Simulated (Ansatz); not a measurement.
# Fields on a plane of InAs (zinc blende)

```
InAs
1.0
    0.00000     3.05455     3.05455
    3.05455     0.00000     3.05455
    3.05455     3.05455     0.00000
As In
1 1
Direct
  0.75000   0.75000   0.75000
  0.00000   0.00000   0.00000
```

The slice is a {111} plane (indices of the conventional cell) through the point (0.750, 0.750, 0.750) (fractional), spanned by u = [100] and v = [-1 2 0] in vectors of this cell: u (4.32 Å) and v (7.48 Å, at 90° to u). It covers one period; positions are fractions (u, v).

Atoms on it: As at (0.00, 0.00); As at (0.50, 0.50). Other atoms lie within 1 Å of the plane.

Level of theory: r2SCAN (plane waves to 500 eV, PAW, scalar-relativistic; Ansatz, a program for electronic structure). k mesh 9×9×9. Near the nuclei the fields are pseudised (PAW); where an atom keeps semicore shells as valence, they peak there. InAs was relaxed with its symmetry unable to fall.

```
|xxxx**%%%%##==::..::==##%%%%**xx|
|++**%%%%%%**--..  ..--**%%%%%%**|
|%%@@%%%%##++::      ::++##%%%%@@|
|@@@@@@%%**--..      ..--**%%@@@@|
|%%%%##**--..          ..--**##%%|
|======--::..          ..::--====|
|::::::::::..............::::::::|
|----::::::--==========--::::::--|
|----::::==**##########**==::::--|
|----::--**%%@@%%%%%%@@%%**--::--|
|--::::==%%@@@@%%%%%%@@@@%%==::::|
|::::--**@@@@%%**++**%%@@@@**--::|
|::::==%%@@@@**xxxxxx**@@@@%%==::|
|::--++%%@@%%++xxxxxx++%%@@%%++--|
|..::==##%%%%**xxxxxx**%%%%##==::|
|  ..--**%%%%%%**++**%%%%%%**--..|
|    ::++##%%%%@@%%@@%%%%##++::  |
|    ..--**%%@@@@@@@@@@%%**--..  |
|      ..--**##%%%%%%##**--..    |
|      ..::--==========--::..    |
|........::::::::::::::::::......|
|======--::::::------::::::--====|
|######**==::::------::::==**####|
|%%%%@@%%**--::------::--**%%@@%%|
|%%%%@@@@%%==::::--::::==%%@@@@%%|
|++**%%@@@@**--::::::--**@@@@%%**|
|xxxx**@@@@%%==::::::==%%@@@@**xx|
|xxxx++%%@@%%++--::--++%%@@%%++xx|
```
Scale: ten equal steps from 0.02 (start of ' ') to 0.75 (end of '@'), in the order ' .:-=+*#%@'. Values: electron localisation function (ELF). The map has 16 points along u (two characters each, u = 0 at the left) and 28 along v (v = 0 in the bottom row). Points within 0.5 Å of a nucleus are blanked (x), as the pseudised field means little there.

```tsv
v \ u	0.00	0.12	0.25	0.38	0.50	0.62	0.75	0.88
0.93	0.7	0.1	-0.6	-1.1	-1.4	-1.2	-0.6	0.1
0.86	-0.3	-0.5	-0.9	-1.4	-1.7	-1.4	-0.9	-0.5
0.79	-0.5	-0.7	-1.1	-1.5	-1.6	-1.5	-1.1	-0.7
0.71	-0.2	-0.5	-0.9	-1.1	-1.1	-1.1	-0.9	-0.5
0.64	-0.1	-0.4	-0.6	-0.5	-0.4	-0.5	-0.6	-0.4
0.57	-0.6	-0.6	-0.4	0.1	0.7	0.1	-0.4	-0.6
0.50	-1.0	-0.9	-0.4	0.7	1.5	0.7	-0.4	-0.9
0.43	-1.4	-1.2	-0.6	0.1	0.7	0.1	-0.6	-1.1
0.36	-1.7	-1.4	-0.9	-0.5	-0.3	-0.5	-0.9	-1.4
0.29	-1.6	-1.5	-1.1	-0.7	-0.5	-0.7	-1.1	-1.5
0.21	-1.1	-1.1	-0.9	-0.5	-0.2	-0.5	-0.9	-1.1
0.14	-0.4	-0.5	-0.6	-0.4	-0.1	-0.4	-0.6	-0.5
0.07	0.7	0.1	-0.4	-0.6	-0.6	-0.6	-0.4	0.1
0.00	1.5	0.7	-0.4	-0.9	-1.0	-0.9	-0.4	0.7
```

Values: log₁₀ of the valence density in e/Å³. The scale is logarithmic, as a density can span decades between atoms and voids.
